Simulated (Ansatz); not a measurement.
TiC (rock salt)

```
TiC
1.0
    0.00000     4.33303     4.33303
    2.16652     0.00000     2.16652
    2.16652     2.16652     0.00000
C Ti
2 2
Cartesian
  0.00000   0.00000   0.00000
  2.16652   4.33303   2.16652
  2.16652   2.16652   2.16652
  2.16652   4.33303   4.33303
```

A phonon eigenvector at L = (0.5, 0.0, 0.0) is frozen into this cell: atom i moves by Q times the vector below, so Q is the largest atomic displacement, in Å. The cell is held. (q is in reciprocal vectors of the primitive cell; the cell shown is doubled to hold the pattern.)

```tsv
atom	x	y	z
C1	0.577	-0.577	-0.577
C2	-0.577	0.577	0.577
```

Atoms not listed stay in place.

Level of theory: PBE (plane waves to 420 eV, PAW, scalar-relativistic; Ansatz, a quantum-chemistry and plane-wave program). k mesh 9×18×18 (Γ-centred), Fermi-Dirac smearing 0.05 eV. Energies are smeared free energies. With partly filled bands, energies and forces of such displacements shift with the k mesh and the smearing. TiC is run without spin polarisation. TiC was relaxed with its symmetry unable to fall. ΔE is measured from the undisplaced structure. The last digit holds for this mesh only.

```
Q (Å)    ΔE (meV/cell)
-------  -------------
-0.2800         1724.9
-0.2333         1210.4
-0.1867          781.0
-0.1400          442.0
-0.0933       withheld
-0.0467           49.4
0.0000             0.0
0.0467            49.4
0.0933        withheld
0.1400           442.0
0.1867           781.0
0.2333          1210.4
0.2800          1724.9
```

Question: Fit an even polynomial form (powers 2, 4, 6) to the given rows and predict ΔE at Q = 0.0933.

Answer: Least squares on the 11 given rows: ΔE = (22690)·Q² + (-7489)·Q⁴ + (-17260)·Q⁶, in meV/cell with Q in Å; root-mean-square residual 0.25 meV/cell. At 0.0933 the fit gives 196.9 meV/cell; the calculation gives 197.2 meV/cell, so the interpolation is off by -0.3 (-0.2 %). The quadratic term alone would give 197.5 meV/cell.

(For displaced atoms, the force is minus the slope of the energy, and its curvature is a force constant, which sets phonon frequencies.)
